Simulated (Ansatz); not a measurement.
Ni:
```
CELL_PARAMETERS angstrom
      2.44730     0.00000     0.00000
     -1.22365     2.11942     0.00000
      0.00000     0.00000     8.01782
ATOMIC_POSITIONS crystal
  Ni 0.00000 0.00000 0.00000
  Ni 0.33333 0.66667 0.25000
  Ni 0.00000 0.00000 0.50000
  Ni 0.66667 0.33333 0.75000
```
The run is spin-polarised; directions of the spins, atom by atom: ↑ ↑ ↑ ↑.

Relaxed with PBEsol. Special points in fractions of this cell's reciprocal vectors: Γ (0.000, 0.000, 0.000); M (0.500, 0.000, 0.000); K (0.333, 0.333, 0.000); A (0.000, 0.000, 0.500); L (0.500, 0.000, 0.500); H (0.333, 0.333, 0.500).

Q: List the band energies nearest the Fermi level at these points for DFT-PBEsol in the program Ansatz with PAW potentials.

A: In eV from the Fermi level; about four levels below and three above (degenerate sets whole), none deeper than 8.9 eV; … stands for higher levels left out; points with the same levels are listed once.

```csv
k,below,above
Γ ↑,-1.01 -1.01 -0.65 -0.65 -0.57,5.85 14.65 …
M ↑,-0.56 -0.55 -0.50 -0.49 -0.48,0.03 1.15 2.31
K ↑,-0.90 -0.86 -0.86 -0.70,4.70 4.70 5.13
A ↑,-0.81 -0.81 -0.81 -0.81,8.94 8.94 …
L ↑,-0.58 -0.58 -0.49 -0.49,1.10 1.10 2.59 2.59
H ↑,-0.80 -0.80 -0.71 -0.71,4.80 4.80 5.31 5.31
Γ ↓,-0.57 -0.57 -0.31 -0.31,0.10 0.10 6.29
M ↓,-1.93 -1.56 -0.98 -0.97,0.12 0.14 0.17
K ↓,-0.56 -0.56 -0.12 -0.02 -0.02,0.06 5.00 5.00
A ↓,-0.07 -0.07 -0.07 -0.07,9.22 9.22 …
L ↓,-0.95 -0.95 -0.19 -0.19,0.19 0.19 0.30 0.30
H ↓,-0.71 -0.71 -0.03 -0.03,0.11 0.11 5.08 5.08
```

Space group P6_3/mmc (dhcp (α-La type)). The start of the workflow was typed in or built on a structure type; the Crystallography Open Database files this formula in space group No. 194, but the cells were not matched. It is not the phase usual at ambient conditions (space group No. 225). Symmetry was held in the PBEsol relaxation; whether a distortion lowers the energy is not shown. Magnetic state: ferromagnetic, chosen from 5 collinear starts compared on coarse meshes (ties went to the first, and starts can fall back to one state), not a proven ground state.

Potentials: the later of the program's two PAW sets.
